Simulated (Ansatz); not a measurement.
Sc:
```
CELL_PARAMETERS angstrom
      3.22960     0.00000     0.00000
     -1.61480     2.79691     0.00000
      0.00000     0.00000     4.98532
ATOMIC_POSITIONS crystal
  Sc 0.33333 0.66667 0.75000
  Sc 0.66667 0.33333 0.25000
```

This is the LDA-relaxed structure. Tensor components refer to the Cartesian frame of this cell.

Question: All from LDA (plane waves, PAW; program Ansatz), unless another level is named. Predict the bulk modulus (Birch–Murnaghan fit).

Answer: 61.5 GPa.

Question: Next, the elastic constants (relaxed ions, GPa)?

Answer: C11 = 111, C12 = 41.1, C13 = 34.5, C33 = 111, C44 = 34.2.

Space group P6_3/mmc (hcp (Mg type)). The LDA relaxation kept the symmetry of its start. No spin polarisation was allowed. As this level gives no gap, shear constants depend on the k-mesh and smearing (Fermi–Dirac, 0.1 eV here). On the denser mesh and wider smearing of the elastic run this cell carries a stress of 0.5 GPa.

Potentials: the later of the program's two PAW sets.
